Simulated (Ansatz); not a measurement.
A geometry of Cl₂ away from equilibrium: step 2 of the relaxation of a relaxed Cl2 cell, doubled along one cell vector, shaken by Gaussian noise of σ = 0.08 Å a coordinate. These are r2SCAN (plane waves to 500 eV, PAW, scalar-relativistic; Ansatz, an electronic-structure program) values and carry that method's errors. Γ-centred k-mesh 4×2×6 on the run's cell (coarser than for final values), Fermi–Dirac smearing 0.05 eV.

```xyz
8
Lattice="5.6756 0.0054 0.0065 0.0109 11.3274 0.0110 0.0045 0.0039 3.9782" Properties=species:S:1:pos:R:3:forces:R:3 pbc="T T T" free_energy=-8668.624 pressure_GPa=0.1
Cl     3.5837     3.5778     2.0703    0.5108    0.5676    0.1686
Cl     3.5119     9.2836     2.1404   -0.3853   -0.4612   -0.0033
Cl     0.6585     4.8535     0.0480   -0.0393    0.1242    0.0021
Cl     0.8351    10.6992    -0.0326    0.0820   -0.0190   -0.0402
Cl     4.9154     0.5805     0.1034   -0.0754    0.0437    0.0490
Cl     5.0296     6.3795     0.0553    0.0677   -0.1029   -0.0089
Cl     2.2616     2.1557     1.8109   -0.5212   -0.5843   -0.1688
Cl     2.2258     7.7156     2.0513    0.3609    0.4319    0.0016
```

Positions in Å, forces in eV/Å, free energy of the cell in eV (comparable only within this code, potentials and settings). Largest force: 0.80 eV/Å, on Cl7 (atoms numbered as listed); the geometry lies 0.04 eV/atom above the end of its relaxation.

No spin polarisation in the result. Without a van der Waals term the distances between weakly bound units are poorly fixed.

The end of the path is a generated cell of Cl2: the first start was made by placing the elements on the sites of a structure type, and the end was not matched to a known phase here, so it may be hypothetical. Known forms of Cl2 include space group No. 64.
